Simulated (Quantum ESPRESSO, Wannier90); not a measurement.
## Wannierisation of PbIF (P4/nmm)

```yaml
crystal:
  lattice:
    - [4.23585, 0.00000, 0.00000]
    - [0.00000, 4.23585, 0.00000]
    - [0.00000, 0.00000, 9.45970]
  atoms:
    - { symbol: Pb, position: [0.00000, 0.50000, 0.84273] }
    - { symbol: Pb, position: [0.50000, 0.00000, 0.15727] }
    - { symbol: I, position: [0.50000, 0.00000, 0.67183] }
    - { symbol: I, position: [0.00000, 0.50000, 0.32817] }
    - { symbol: F, position: [0.00000, 0.00000, 0.00000] }
    - { symbol: F, position: [0.50000, 0.50000, 0.00000] }
```

Materials Project entry mp-22969; symmetrised, unrelaxed at this level. COD (Crystallography Open Database) has an entry of this formula and space group (matched by these alone). Computed values, not measurements, from PBEsol: Quantum ESPRESSO (norm-conserving PseudoDojo potentials, cutoff 68 Ry, no spin polarisation, no spin-orbit coupling) on a Γ-centred 4×4×4 mesh, then Wannier90. Density: 8×8×4 mesh, cold smearing 0.01 Ry. Spin-orbit coupling is left out although heavy elements are present.

The plane-wave run has 47 bands and 56 electrons a cell. On the energy scale of pw.x, whose zero is arbitrary, the valence-band maximum lies at 4.91 eV.

Isolated groups of bands, relative to the valence-band maximum (bands from 35 on overlap up to the last one computed):

```tsv
bands	from (eV)	to (eV)	filling	weight on atomic waves
1–2	-22.19	-21.84	filled	F 2s 93 %, Pb 6p 5 %
3–12	-15.97	-15.83	filled	Pb 5d 100 %
13–14	-11.62	-10.87	filled	I 5s 91 %, Pb 6p 6 %
15–16	-7.58	-6.48	filled	Pb 6s 73 %, F 2p 17 %, I 5p 5 %
17–28	-4.65	0.00	filled	F 2p 43 %, I 5p 43 %, Pb 6p 9 %
29–34	1.97	5.50	empty	Pb 6p 74 %, I 5p 11 %, F 2p 6 %
```

Input w.win, without the blocks of cell, atoms and k-points (64 lines):

```
num_bands = 37
num_wann = 24
exclude_bands = 3-12
num_iter = 1000
conv_tol = 1.0e-6
conv_window = 4
dis_num_iter = 1000
dis_conv_tol = 1.0e-6
dis_froz_max = 12.38
write_hr = true
write_u_matrices = true
begin projections
f=0.00543,0.49403,-0.16113: s;p
f=0.50017,-0.00151,0.16251: s;p
f=0.50852,0.00684,-0.33017: s;p
f=-0.01069,0.49603,0.32681: s;p
f=0.00437,-0.00978,0.00222: s;p
f=0.49339,0.50968,-0.00063: s;p
end projections
mp_grid = 4 4 4
```

wannier90.x stops with:
```
dis_windows: More states in the frozen window than target WFs
```
At some k-point more bands lie below dis_froz_max than there are Wannier functions, and every frozen state has to fit into the subspace. Mended as below, all else unchanged, the run goes through (Ω_I = 27.0 Å²) and follows the plane-wave bands to 6.8 meV rms (states up to 3.0 eV relative to the valence-band maximum).
```
dis_froz_max = 8.38
```
